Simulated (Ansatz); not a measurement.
Input and command of a plane-wave DFT calculation in Ansatz:

```yaml
crystal:
  lattice:
    - [3.5562640139, 2.0532099858, 4.1186949892]
    - [-3.5562640139, 2.0532099858, 4.1186949892]
    - [0.0, -4.1064199715, 4.1186949892]
  atoms:
    - { symbol: Sn, position: [0.8765303801, 0.8765303801, 0.8765303801] }
    - { symbol: Sn, position: [0.6234696199, 0.6234696199, 0.6234696199] }
    - { symbol: Sn, position: [0.1234696199, 0.1234696199, 0.1234696199] }
    - { symbol: Sn, position: [0.3765303801, 0.3765303801, 0.3765303801] }
    - { symbol: F, position: [0.0943586938, 0.4056413062, 0.75] }
    - { symbol: F, position: [0.75, 0.0943586938, 0.4056413062] }
    - { symbol: F, position: [0.4056413062, 0.75, 0.0943586938] }
    - { symbol: F, position: [0.9056413062, 0.5943586938, 0.25] }
    - { symbol: F, position: [0.25, 0.9056413062, 0.5943586938] }
    - { symbol: F, position: [0.5943586938, 0.25, 0.9056413062] }
basis:
  ecutwfc: 420
kpoints:
  mp_grid: { grid: [6, 6, 6] }
hamiltonian:
  xc: pbe
scf:
  occupations: { method: gaussian, width: 0.1 }
output:
  forces: true
  stress: true
  eigenvalues: true
  write_density: true
  write_potential: true
  elf: true
  volumetric_format: npy
relax:
  adjacent_minimum: "off"
  f_tol: 0.01
  max_steps: 80
  cell: { stress_tol: 0.05 }
```

```bash
ansatz run input.yaml --threads 1 --pin off --max-ram 2560MiB --backend cpu --events-out ev --progress --plain --runs-dir out
```

Processor: Arm Neoverse V1, 1 thread, on a host shared with other jobs.

**Question.** How long does it run, and how much memory does it take?

**Answer.** About 2.8 min on 1 thread of Arm Neoverse V1, on a shared host, peak memory 0.56 GiB. It solves 59 bands at 32 k points (the mesh reduced by the symmetry that the task leaves, which can be less than the crystal's) with about 3541 plane waves (on the last cell), in 38 SCF iterations over 6 ionic steps.
